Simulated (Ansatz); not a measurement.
## Stress against strain in Ge

```xyz
2
Lattice="0.0000 2.8288 2.8288 2.8288 0.0000 2.8288 2.8288 2.8288 0.0000" Properties=species:S:1:pos:R:3 pbc="T T T"
Ge    2.8288    2.8288    2.8288
Ge    4.2432    4.2432    4.2432
```

Atoms are numbered in the order listed.

The structure is an experimental refinement, used without relaxation.

Method: Ansatz 0.2.0, DFT, LDA, all-electron LAPW, scalar-relativistic.

Settings: a Γ-centred 10×10×10 k mesh, Fermi–Dirac smearing of 0.05 eV, basis error target 0.25 meV/atom, no spin polarisation.

The strain is applied along the Cartesian axes of the cell as listed (γ is the engineering shear, twice εxy = εyz = εzx). Fractional coordinates are held (clamped ions).

σ is the change of stress from the unstrained cell, which is at -1.26 GPa; tension is positive, so slopes are stress–strain coefficients at that pressure. In a metal the k mesh adds noise.

Only quantities that a quadratic follows smoothly over the whole series are listed; rougher ones are left out.

```
      γ  σxy (GPa)
-0.0300      -2.54
-0.0200      -1.64
 0.0000       0.00
 0.0100       0.78
 0.0200       1.53
 0.0300       2.24
```

Q: Fit the series and read off the stiffness at zero strain.

A: Least-squares fits y = p0 + p1 x + p2 x² to the rows give σxy (GPa): p1 = 79.5, p2 = -170. So C44 (clamped ions) = 80 GPa.

Q: One run, at γ = -0.0100, is withheld. Predict its row.

A: The fits give -0.81; the run gave -0.80.
